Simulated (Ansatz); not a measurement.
PbS:
```cif
data_Pb4S4
_chemical_formula_sum 'S4 Pb4'
_space_group_name_H-M_alt 'F-43m'
_space_group_IT_number 216
_space_group_name_Hall 'F -4 2 3'
_cell_length_a 6.54316
_cell_length_b 6.54316
_cell_length_c 6.54316
_cell_angle_alpha 90.000
_cell_angle_beta 90.000
_cell_angle_gamma 90.000
loop_
_atom_site_label
_atom_site_type_symbol
_atom_site_symmetry_multiplicity
_atom_site_Wyckoff_symbol
_atom_site_fract_x
_atom_site_fract_y
_atom_site_fract_z
_atom_site_occupancy
S1 S 4 d 0.75000 0.75000 0.75000 1
Pb1 Pb 4 a 0.00000 0.00000 0.00000 1
```
(The calculation used a cell of 2 atoms; values per cell refer to that cell.)

Relaxed with PBEsol.

**Question.** Give the optical modes at the zone centre with their infrared activity from DFPT, DFT-PBEsol in the program Ansatz with PAW potentials.

**Answer.** Transverse frequencies, without the LO–TO term; a row sums one degenerate level.

```
ω (cm⁻¹)  degeneracy  IR ((D/Å)²/amu)  activity  symmetry
--------  ----------  ---------------  --------  --------
178                3            13.63        IR        T2
```

**Question.** How high does the top mode go among those that the LO–TO term moves?

**Answer.** 224 cm⁻¹ for q along x.

The start of the workflow was typed in or built on a structure type; neither database checked (COD, Materials Project) lists it. It is not the phase usual at ambient conditions (space group No. 225). The cell was relaxed with PBEsol under the symmetry of its start. At this level the phase is mechanically unstable. Spin–orbit coupling is left out wherever it is not named.

Potentials: the earlier of the program's two PAW sets. The files were generated under PBE; for other functionals the program regenerates the frozen cores, and for LDA and PBEsol the local potential too.
